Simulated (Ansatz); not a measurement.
How far is PAW off for Ba$_{2}$Cd?

```
Ba Cd
1.0
    -2.14410    2.14410    7.73139
     2.14410   -2.14410    7.73139
     2.14410    2.14410   -7.73139
Ba Cd
2 1
Direct
  0.63051 0.63051 0.00000
  0.36949 0.36949 0.00000
  0.00000 0.00000 0.00000
```

Atoms are numbered in the order listed.

The conventional cell has a = 4.288 Å, b = 4.288 Å, c = 15.463 Å, α = 90.00°, β = 90.00°, γ = 90.00°. Ba (atom 1) is surrounded by 4 Cd at 3.64 Å and 1 Ba at 4.04 Å. Cd (atom 3) is surrounded by 8 Ba at 3.64 Å.

The cell is the one relaxed in the Materials Project (mp-8093), not relaxed further here; entries there can be hypothetical.

Spin–orbit coupling is left out, though it moves levels of the heavy atoms by tenths of an eV or more.

Methods: DFT, LDA, PAW with Ansatz's default frozen-core files, scalar-relativistic (Ansatz 0.2.0); DFT, LDA, all-electron PAW with datasets made for the crystal, scalar-relativistic (Ansatz 0.2.0); DFT, LDA, all-electron LAPW, scalar-relativistic (Ansatz 0.2.0).

For PAW: a Γ-centred 12×12×12 k mesh, Fermi–Dirac smearing of 0.03 eV, cutoff 420 eV, no spin polarisation; the PAW files were made with PBE, and the program remakes their frozen cores for this functional. The crystal-made all-electron datasets (AE datasets) take a cutoff of 240 eV at this cell. LAPW targets a basis error of 1 meV/atom. The Ansatz runs share mesh, smearing and spin set-up. Plane-wave (PAW) pressures include the program's estimate of the Pulay term.

Stress and pressure are positive in compression.

Levels count from the Fermi level.

```
                      quantity     PAW  AE datasets    LAPW
                pressure (GPa)   -2.09        -2.09   -2.09
        force on Ba1, z (eV/Å)  -0.145       -0.146  -0.146
highest filled level at N (eV)  -0.069       -0.069  -0.069
  lowest empty level at N (eV)   0.610        0.610   0.610
highest filled level at Γ (eV)  -0.409       -0.409  -0.409
  lowest empty level at Γ (eV)   0.592        0.592   0.592
highest filled level at M (eV)  -2.143       -2.144  -2.144
  lowest empty level at M (eV)   0.346        0.347   0.347
```
